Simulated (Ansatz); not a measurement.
## Hg4Pt under pressure: fit and missing row

Hg4Pt, Im-3m, a = 6.285 Å. The structure is a COD entry; whether it is the stable form wasn't checked. Ansatz: r2SCAN, PAW, 500 eV, Γ-centred 8×8×8 mesh on 5 atoms, Gaussian smearing 0.10 eV; no spin polarisation. Cell and atoms are relaxed at each pressure, and no other structure is tried, so the rows at high pressure may lie past a change of phase.

```tsv
V (Å³/atom)	P (GPa)
19.240	40.00
21.076	19.96
22.491	9.99
?	5.00
24.221	1.99
24.823	-0.01
25.544	-2.01
```

Take V0 = 24.823 Å³/atom, count pressures from its P0 = -0.01 GPa, fit the third-order Birch–Murnaghan form to the other rows, and predict the missing volume.

With the Eulerian strain f = ½[(V0/V)^(2/3) − 1] and y = (P − P0)/[3f(1 + 2f)^(5/2)], the form is the line y = B0 + 1.5 B0 (B0′ − 4) f. Rows (f, y): 0.09257, 94.2; 0.05763, 87.9; 0.03399, 83.2; 0.00825, 77.6; -0.00945, 74.0. Means f = 0.03660, y = 83.380; Σ(Δf)² = 0.006506, ΣΔfΔy = 1.297; the slope is their ratio. y = 76.08 + 199.3 f GPa, so B0 = 76.1 GPa and B0′ = 4 + 2 × (199.3)/(3 × 76.08) = 5.75. P = 5.00 GPa is met at f = 0.01904 (y = 79.87), so V = V0 (1 + 2f)^(−3/2) = 23.470 Å³/atom. The run gave 23.473 Å³/atom, so the fit is 0.003 Å³/atom too low, within the rms miss on the fitted rows (0.007 Å³/atom).

The mesh isn't the same in all rows (8×8×8, 10×10×10). Spin–orbit coupling is left out, which can shift energies with elements as heavy as these.